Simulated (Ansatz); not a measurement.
# From the elastic tensor of Mg2ZnS3 to moduli and sound speeds

Level of theory: Ansatz, DFT PBE, scalar-relativistic, plane waves, PAW. Cutoff 420 eV, 6×6×4 k-points (Γ-centred), fixed occupations. No spin polarisation.

Space group P31m (No. 157), trigonal, a = 6.896 Å, c = 6.447 Å. Mg on a site of symmetry m has 4 S at 2.44–2.48 Å; Mg on a site of symmetry 3m is surrounded by 4 S at 2.46–2.49 Å; around Zn lie 4 S at 2.36–2.39 Å; S on a site of symmetry m has 2 Zn at 2.39 Å and 2 Mg at 2.48–2.49 Å; S on a site of symmetry 3 is surrounded by 1 Zn at 2.36 Å and 3 Mg at 2.44 Å; S on a site of symmetry 3m has 4 Mg at 2.44–2.46 Å.

It was reached by relaxing an invented guess, and it needn't be the stable form of this composition.

Relaxed-ion constants (GPa, on the Cartesian axes of the calculation):
C11 = 91.2, C12 = 47.1, C13 = 39.7, C15 = -0.5, C22 = 91.2, C23 = 39.7, C25 = 0.5, C33 = 97.2, C44 = 19.9, C46 = 0.5, C55 = 19.9, C66 = 22.0 GPa; the others vanish.

Density 2.628 g/cm³; 12 atoms in 265.56 Å³.

- Bulk modulus, Voigt / Reuss / Hill: 59.2 / 59.2 / 59.2 GPa
- Shear modulus, Voigt / Reuss / Hill: 22.6 / 22.1 / 22.4 GPa
- Young's modulus: 60 GPa
- Poisson ratio: 0.332
- Pugh ratio B/G: 2.65 (over 1.75, the rule of thumb for ductile)
- Universal anisotropy index: 0.10
- Longitudinal and transverse sound speeds: 5819 and 2916 m/s
- Debye temperature from the mean sound speed: 347 K
